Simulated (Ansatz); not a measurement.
The start is a relaxed ZrS2 cell with one S and one Zr atom exchanged in a cell of 3 atoms. The cell and all atomic positions are relaxed at zero pressure with r2SCAN (plane waves to 500 eV, PAW, scalar-relativistic; Ansatz, an electronic-structure program). First-step values are on the input's coarse k-mesh.

Ansatz input (later rounds restart from its end on a renewed k-mesh):
Ansatz 0.2 input:
```yaml
crystal:
  lattice:
    - [3.6910380961, 0, 0]
    - [-1.845519048, 3.1965327576, 0]
    - [0, 0, 6.0972501261]
  atoms:
    - { symbol: S, position: [0, 0, 0] }
    - { symbol: S, position: [0.3333333333, 0.6666666667, 0.2356059791] }
    - { symbol: Zr, position: [0.6666666667, 0.3333333333, 0.7643940209] }
basis: { ecutwfc: 500, ecutrho_ratio: 4, xc_grid: 4, fft_grid_basis: typed }
kpoints: { mp_grid: { grid: [7, 7, 4] } }
hamiltonian:
  xc: r2scan
  dispersion: none
  pseudopotentials: { kind: paw }
scf: { occupations: { method: fermi_dirac, width: 0.05 } }
relax: { f_tol: 0.01, max_steps: 100, cell: { stress_tol: 0.02 } }
output: { forces: true, stress: true }
```

Problem. How large is the pressure on the unrelaxed cell, and of which sign?

Solution. -3.3 GPa (negative: the cell is under tension).

Problem. What is the largest force in the starting geometry, and on which atom (counted from 1)?

Solution. 3.96 eV/Å, on S2 (atoms numbered as listed).

Problem. By how much does the energy per atom fall from start to end?

Solution. 2.16 eV/atom.

Problem. Is the parent structure recovered?

Solution. The parent structure is recovered, P-3m1 (No. 164).

Problem. How do the shortest distances between atoms change?

Solution. The closest pairs of elements (up to four, under 3.6 Å), start → end: S–Zr 2.57 → 2.57 Å; S–S 2.57 → 3.58 Å.

Problem. Is the relaxed structure metallic? Give its gap.

Solution. 1.37 eV, indirect (valence top at 80 % of the way from K to Γ, conduction bottom at L) (no spin-orbit coupling).

It ends as:

```cif
data_S2Zr
_chemical_formula_sum 'S2 Zr1'
_space_group_name_H-M_alt 'P-3m1'
_space_group_IT_number 164
_space_group_name_Hall '-P 3 2"'
_cell_length_a 3.69103
_cell_length_b 3.69103
_cell_length_c 6.09825
_cell_angle_alpha 90.000
_cell_angle_beta 90.000
_cell_angle_gamma 120.000
loop_
_atom_site_label
_atom_site_type_symbol
_atom_site_symmetry_multiplicity
_atom_site_Wyckoff_symbol
_atom_site_fract_x
_atom_site_fract_y
_atom_site_fract_z
_atom_site_occupancy
S1 S 2 d 0.66667 0.33333 0.26443 1
Zr1 Zr 1 b 0.00000 0.00000 0.50000 1
```

Final values are on a 10×10×6 k-mesh of the relaxed cell. No spin polarisation in the result. Without a van der Waals term the distances between weakly bound units are poorly fixed.

The run could not lose the symmetry of its start.
